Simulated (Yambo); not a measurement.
Yambo run on KCl (rock salt, space group Fm-3m, No. 225). The wavefunctions are norm-conserving LDA (Quantum ESPRESSO, 72 Ry, no spin-orbit coupling) ones on a 4×4×4 mesh (8 occupied bands); a = 4.2959 Å, b = 4.2959 Å, c = 4.2959 Å, α = 60.00°, β = 60.00°, γ = 60.00°.

Yambo input:

```
rim_cut
gw0
dyson
el_el_corr
HF_and_locXC
ppa
em1d
RandQpts= 1000000
RandGvec= 1 Ry
EXXRLvcs= 72 Ry
VXCRLvcs= 288 Ry
Chimod= "HARTREE"
% BndsRnXp
 1 | 136 |
%
NGsBlkXp= 8 Ry
% LongDrXp
 1.0 | 1.0 | 1.0 |
%
PPAPntXp= 27.2114 eV
% GbndRnge
 1 | 136 |
%
GTermKind= "BG"
DysSolver= "n"
ExtendOut
% QPkrange
 1 | 1 | 8 | 9 |
%
```

k points by index: 1 = Γ.

Resulting energies as the program prints them:

```
#    K-point    Band    Eo [eV]    E [eV]    E-Eo [eV]    Vxc [eV]    Vnlxc [eV]    Sc|Eo [eV]    Sc|E [eV]    dSc/dw|Eo [eV]    Re(Z)    Im(Z)
#
    1    8    0.000000    -2.171881    -2.171881    -14.16390    -18.72982    1.896596    2.394034    -6.232023    0.813653    -0.001295
    1    9    5.115364    6.214231    1.098867    -8.112171    -3.710960    -3.140181    -3.302344    -4.015343    0.871412    -0.862052E-3
```
(The two width columns are left out.) Convergence of these settings isn't established.

Geometry relaxed with LDA.
